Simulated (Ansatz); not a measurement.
CoPtAu:
```
CELL_PARAMETERS angstrom
      2.78880     0.00000     0.00000
     -1.39440     2.41517     0.00000
      0.00000     0.00000     6.73601
ATOMIC_POSITIONS crystal
  Co 0.00000 0.00000 0.00776
  Pt 0.33333 0.66667 0.31031
  Au 0.66667 0.33333 0.68193
```
The run is spin-polarised; directions of the spins, atom by atom: ↑ ↑ 0.

This is the PBE-relaxed structure.

Problem. All from PBE (plane waves, PAW; program Ansatz), unless another level is named. Predict the formation energy from the elements (no fitted shifts).

Solution. 0.088 eV/atom.

Problem. What about the density of states at the Fermi level?

Solution. 1.1 states/eV per atom (mean over ±0.08 eV).

Space group P3m1. The start of the workflow was typed in or built on a structure type; neither database checked (COD, Materials Project) lists it. Its standing as an ambient phase is unchecked. The cell was relaxed with PBE under the symmetry of its start; its stability against distortions is not shown here. Spin order of the final state: ferromagnetic, the only order run, not a proven ground state. The references are the lowest solids computed at this level, not always the standard phases. Spin–orbit coupling is left out wherever it is not named.

Potentials: the later of the program's two PAW sets.
